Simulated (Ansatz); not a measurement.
Every step of a relaxation of bcc Nb (110), 5 layers

DFT, PBEsol, PAW with Ansatz's default frozen-core files, scalar-relativistic (Ansatz 0.2.0); a Γ-centred 12×12×1 k mesh, Fermi–Dirac smearing of 0.1 eV, no spin polarisation. The run relaxes the atoms in the fixed cell.

Command: `ansatz run input.yaml --threads 2 --pin off --max-ram 4096MiB --backend cpu --events-out ev --progress --plain --runs-dir out` It took 74 s on 2 threads of Arm Neoverse V2 (shared host), peak memory 0.55 GiB.

```yaml
crystal:
  lattice:
    - [2.8349627735, 0.0, 0.0]
    - [-0.9449875912, 2.6728285354, 0.0]
    - [0.0, 0.0, 25.2589]
  atoms:
    - { symbol: Nb, position: [0.0, 0.0, 0.3167190646] }
    - { symbol: Nb, position: [0.5, 0.5, 0.408359532] }
    - { symbol: Nb, position: [0.0, 0.0, 0.5] }
    - { symbol: Nb, position: [0.5, 0.5, 0.591640468] }
    - { symbol: Nb, position: [0.0, 0.0, 0.6832809354] }
kpoints:
  mp_grid: { grid: [12, 12, 1] }
scf:
  occupations: { method: fermi_dirac, width: 0.1 }
hamiltonian:
  xc: pbesol
  pseudopotentials: { kind: paw }
output:
  forces: true
  stress: true
  eigenvalues: true
relax:
  f_tol: 0.01
  max_steps: 40
efield:
  axis: 3
  amplitude: 0
  dipole_correction: true
```

Each step lists its free energy a cell above the last geometry, and Cartesian positions (Å) with forces (eV/Å).

The first step:

```
step 1  dF = 37.98 meV
  Nb 0.0000 0.0000 8.0000   0.0000 0.0000 0.3919
  Nb 0.9450 1.3364 10.3147   0.0000 0.0000 -0.3629
  Nb 0.0000 0.0000 12.6295   0.0000 0.0000 0.0000
  Nb 0.9450 1.3364 14.9442   0.0000 0.0000 0.3629
  Nb 0.0000 0.0000 17.2589   0.0000 0.0000 -0.3919
```

The PAW files were made under PBE.

Problem. Where does the relaxation end, and by which steps?

Solution. After 5 geometries, with a shortest distance of 2.760 Å. The further steps:
```
step 2  dF = 64.23 meV  (not accepted)
  Nb 0.0000 0.0000 8.1933   0.0000 0.0000 -0.6185
  Nb 0.9450 1.3364 10.3072   0.0000 0.0000 0.5882
  Nb 0.0000 0.0000 12.6295   0.0000 0.0000 0.0000
  Nb 0.9450 1.3364 14.9517   0.0000 0.0000 -0.5882
  Nb 0.0000 0.0000 17.0656   0.0000 0.0000 0.6185
step 3  dF = 1.23 meV
  Nb 0.0000 0.0000 8.0939   0.0000 0.0000 -0.0672
  Nb 0.9450 1.3364 10.3019   0.0000 0.0000 0.0997
  Nb 0.0000 0.0000 12.6295   0.0000 0.0000 0.0000
  Nb 0.9450 1.3364 14.9570   0.0000 0.0000 -0.0997
  Nb 0.0000 0.0000 17.1650   0.0000 0.0000 0.0672
step 4  dF = 0.13 meV
  Nb 0.0000 0.0000 8.0924   0.0000 0.0000 0.0058
  Nb 0.9450 1.3364 10.3163   0.0000 0.0000 -0.0286
  Nb 0.0000 0.0000 12.6295   0.0000 0.0000 0.0000
  Nb 0.9450 1.3364 14.9426   0.0000 0.0000 0.0286
  Nb 0.0000 0.0000 17.1665   0.0000 0.0000 -0.0058
step 5  dF = 0.00 meV
  Nb 0.0000 0.0000 8.0891   0.0000 0.0000 -0.0005
  Nb 0.9450 1.3364 10.3111   0.0000 0.0000 -0.0002
  Nb 0.0000 0.0000 12.6295   0.0000 0.0000 0.0000
  Nb 0.9450 1.3364 14.9478   0.0000 0.0000 0.0002
  Nb 0.0000 0.0000 17.1698   0.0000 0.0000 0.0005
```
